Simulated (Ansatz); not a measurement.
**LuB2Ru3: reading a single point**

```yaml
crystal:
  lattice:
    - [5.39277, 0.00000, 0.00000]
    - [-2.69639, 4.67028, 0.00000]
    - [0.00000, 0.00000, 3.02905]
  atoms:
    - { symbol: B, position: [0.33330, 0.66670, 0.00000] }
    - { symbol: B, position: [0.66660, 0.33330, 0.00000] }
    - { symbol: Ru, position: [0.50000, 0.00000, 0.50000] }
    - { symbol: Ru, position: [0.50000, 0.50000, 0.50000] }
    - { symbol: Ru, position: [0.00000, 0.50000, 0.50000] }
    - { symbol: Lu, position: [0.00000, 0.00000, 0.00000] }
```

Single point in Ansatz 0.2.0 with r2SCAN, no spin polarisation. Cutoff 500 eV, PAW datasets, 7×7×11 Γ-centred k mesh, fermi-dirac filling (width 0.1 eV).

(1) Is it stable against the elements?

(2) Is there a gap?

(3) Is the cell too large or too small?

(4) Which element gives electrons and which takes them?

Origin: a known structure type with other elements, at an estimated volume, so it need not be a known compound.

Results:

(1) -0.51 eV an atom against the elements' usual phases (free molecules for gases, crystals otherwise, with no correction for O₂ or N₂), so it is bound against them; other compounds may still compete. Relaxing would lower it.

(2) It is a metal, with about 3.6 states/eV a cell as the mean within 0.25 eV of the Fermi level, mostly Ru d (87 %).

(3) The pressure is 2.7 GPa (compression positive), so with the atoms held at these fractions the cell would first expand. The principal stresses -0.7, 4.4, 4.4 GPa differ, so its shape would change too.

(4) Bader charges in e: Lu +1.66, B -0.29, Ru -0.36. In the mean Lu gives up most and Ru takes most.
